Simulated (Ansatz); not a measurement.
## Structure relaxation, Hf$_{2}$Si

The relaxed structure here is a generated cell of Hf2Si: the first start was made by placing the elements on the sites of a structure type, and the end was not matched to a known phase here, so it may be hypothetical.

The start is a generated cell, Hf2Si built in the Ni2In structure type. The structure is fully relaxed (lattice and positions, P = 0) with r2SCAN (plane waves to 500 eV, PAW, scalar-relativistic; Ansatz, a quantum-chemistry and plane-wave program). First-step values are on the input's coarse k-mesh.

Ansatz input (later rounds restart from its end on a renewed k-mesh):
Ansatz 0.2 input:
```yaml
crystal:
  lattice:
    - [4.5967846, 0, 0]
    - [-2.2983923, 3.9809323, 0]
    - [0, 0, 5.632324]
  atoms:
    - { symbol: Si, position: [0.33333333, 0.66666667, 0.25] }
    - { symbol: Si, position: [0.66666667, 0.33333333, 0.75] }
    - { symbol: Hf, position: [0, 0, 0] }
    - { symbol: Hf, position: [0, 0, 0.5] }
    - { symbol: Hf, position: [0.33333333, 0.66666667, 0.75] }
    - { symbol: Hf, position: [0.66666667, 0.33333333, 0.25] }
basis: { ecutwfc: 500, ecutrho_ratio: 4, xc_grid: 4, fft_grid_basis: typed }
kpoints: { mp_grid: { grid: [6, 6, 4] } }
hamiltonian:
  xc: r2scan
  dispersion: none
  pseudopotentials: { kind: paw }
scf: { occupations: { method: fermi_dirac, width: 0.05 } }
relax: { f_tol: 0.01, max_steps: 100, cell: { stress_tol: 0.02 } }
output: { forces: true, stress: true }
```

### Question
By how much does the energy per atom fall from start to end?

### Answer
0.03 eV/atom.

### Question
How do the shortest distances between atoms change?

### Answer
The closest pairs of elements (up to four, under 3.6 Å), start → end: Hf–Si 2.65 → 2.73 Å; Hf–Hf 2.82 → 2.83 Å.

### Question
Is the relaxed structure metallic? Give its gap.

### Answer
No gap (metallic).

The space group stays P6₃/mmc (No. 194) (the run could not lower it); the end is AFLOW prototype AB2_hP6_194_c_ad (B8_2, as in InNi2), with 6 atoms in the primitive cell. Final values are on a 11×11×8 k-mesh of the relaxed cell. No spin polarisation in the result.

The run could not lose the symmetry of its start; a randomly shaken copy of 12 atoms returns to this structure.

All atoms sit on sites fixed by symmetry, so only the cell could relax.
